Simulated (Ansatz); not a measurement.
## What moves the field gradients of SiC?

Cell of run 1: a COD entry (perhaps calculated rather than measured), taken as it stands.

Space group P6_3mc (No. 186); a = 3.0810, c = 15.1248 Å, γ = 120.00°.

| site | Wyckoff | site symmetry | x | y | z |
| --- | --- | --- | --- | --- | --- |
| Si1 | 2a | 3m. | 0.0000 | 0.0000 | 0.0000 |
| Si3 | 2b | 3m. | 0.3333 | 0.6667 | 0.1664 |
| Si5 | 2b | 3m. | 0.6667 | 0.3333 | 0.3329 |
| C7 | 2b | 3m. | 0.3333 | 0.6667 | 0.0412 |
| C9 | 2b | 3m. | 0.6667 | 0.3333 | 0.2080 |
| C11 | 2a | 3m. | 0.0000 | 0.0000 | 0.3746 |

One atom of each set is listed.

Relaxed positions (PBE, cell held):

Si1 (0.0000, 0.0000, 0.9997)
Si3 (0.3333, 0.6667, 0.1665)
Si5 (0.6667, 0.3333, 0.3330)
C7 (0.3333, 0.6667, 0.0415)
C9 (0.6667, 0.3333, 0.2080)
C11 (0.0000, 0.0000, 0.3744)

All runs are DFT with Ansatz 0.2.0 (plane waves and PAW, scalar-relativistic unless spin–orbit coupling is named, Γ-centred meshes, Fermi–Dirac smearing where given) in this cell.

Run 1: PBE, atoms as given; 420 eV, 10×10×2 k-points, smearing 0.02 eV.
Run 2: PBE, atoms relaxed; 420 eV, 10×10×2 k-points, smearing 0.02 eV.
Run 3: r2SCAN, at the relaxed atoms; 500 eV, 10×10×2 k-points, smearing 0.02 eV.

```csv
run,Si3 V_zz (η),Si5 V_zz (η),C11 V_zz (η)
1,0.24 (0.00),0.24 (0.00),0.21 (0.00)
2,0.22 (0.00),0.26 (0.00),0.20 (0.00)
3,?,?,?
```

V_zz in 10²¹ V/m²; 3 of the 6 sets of like atoms are followed.

Q: Estimate the row of run 3.

A: Si3: 0.21 (0.00); Si5: 0.28 (0.00); C11: 0.20 (0.00). It lies nearest to run 2, from whose tensors on these sites it differs by 0.02 at most (largest principal value of the difference, on Si5). Taken one at a time, the positions of the atoms (as given or relaxed) move the tensors on these sites by up to 0.02 (largest principal value of the change, on Si3), the functional (r2SCAN with its higher cutoff) by 0.02 (Si5).

Run 1: The values hang on the deposited positions: relaxing the atoms moves V_zz on Si1 from 0.008 to -0.056.
